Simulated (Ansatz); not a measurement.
Structure: ZnS (P6_3mc) from a database structure, at its r2SCAN minimum. It is hexagonal, P6_3mc (No. 186); conventional cell a = 3.809 Å, c = 24.910 Å, 19.56 Å³ an atom. Around Zn lie 4 S at 2.33–2.34 Å; around Zn lie 4 S at 2.33 Å; around S lie 4 Zn at 2.33 Å; around S lie 4 Zn at 2.33–2.34 Å.

```yaml
crystal:
  lattice:
    - [3.80885, 0.00000, 0.00000]
    - [-1.90443, 3.29856, 0.00000]
    - [0.00000, 0.00000, 24.90994]
  atoms:
    - { symbol: Zn, position: [0.33333, 0.66667, 0.75004] }
    - { symbol: Zn, position: [0.33333, 0.66667, 0.12494] }
    - { symbol: Zn, position: [0.00000, 0.00000, 0.00004] }
    - { symbol: Zn, position: [0.66667, 0.33333, 0.87516] }
    - { symbol: Zn, position: [0.66667, 0.33333, 0.25004] }
    - { symbol: Zn, position: [0.33333, 0.66667, 0.37516] }
    - { symbol: Zn, position: [0.00000, 0.00000, 0.50004] }
    - { symbol: Zn, position: [0.66667, 0.33333, 0.62494] }
    - { symbol: S, position: [0.00000, 0.00000, 0.59372] }
    - { symbol: S, position: [0.66667, 0.33333, 0.96881] }
    - { symbol: S, position: [0.33333, 0.66667, 0.21861] }
    - { symbol: S, position: [0.66667, 0.33333, 0.34388] }
    - { symbol: S, position: [0.33333, 0.66667, 0.84388] }
    - { symbol: S, position: [0.33333, 0.66667, 0.46881] }
    - { symbol: S, position: [0.66667, 0.33333, 0.71861] }
    - { symbol: S, position: [0.00000, 0.00000, 0.09372] }
```

The questions ask for values computed with Ansatz 0.2.0 on this geometry. Calculated for a static, non-magnetic cell.

Q: Is there a gap with PBE, and of what kind?

A: The PBE gap is direct at Γ: 2.16 eV.

Q: What does r2SCAN give for the gap (12×12×2 mesh)?

A: The r2SCAN gap is direct at Γ: 2.72 eV. The gap differs by +0.56 eV from PBE's.

Q: How does the gap change from PBE to HSE06 (6×6×1)?

A: The HSE06 gap is direct at Γ: 3.39 eV. The gap differs by +1.23 eV from PBE's.

Q: What do these levels agree on?

A: r2SCAN covers 46 % of the step from PBE to HSE06. All these functionals give a gap of the same kind, direct.

The meshes of the hybrids are coarse, so their gaps aren't converged to the digits shown.
